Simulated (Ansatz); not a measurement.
LaAlSi in space group I4_1md (No. 109; La on 4a, Al on 4a, Si on 4a), the program Ansatz at the r²SCAN level (PAW), all energies at zero smearing, with the estimated change up to a 700 eV cutoff added, with one set of potentials and settings (totals compare only within such a set). Cell of 6 atoms (2 La, 2 Al, 2 Si): -14893.175 eV.

```csv
element,reference phase,E (eV/atom)
La,"P6_3/mmc, 4 atoms in the cell",-6264.8722
Al,"Fm-3m, 1 atoms in the cell",-540.4106
Si,"Fd-3m, 2 atoms in the cell",-639.0665
```

Formation energy per atom, worked out: (-14893.175 − 2×(-6264.8722) − 2×(-540.4106) − 2×(-639.0665))/6 = -0.746 eV/atom (-72 kJ per mol of atoms), at 0 K, without zero-point energy or fitted corrections.

The workflow started from a Materials Project entry (that database holds measured and hypothetical structures alike); the Crystallography Open Database copy checked does not list it. With Al and Si taken as one species the cell has the higher symmetry I4_1/amd, so it may be an ordered model of a mixed-site phase. Its standing as an ambient phase is unchecked. The r²SCAN relaxation kept the symmetry of its start; its stability against distortions is not shown here. The references are the lowest solids computed at this level, not always the standard phases. Spin–orbit coupling is left out wherever it is not named.

Potentials: the earlier of the program's two PAW sets.
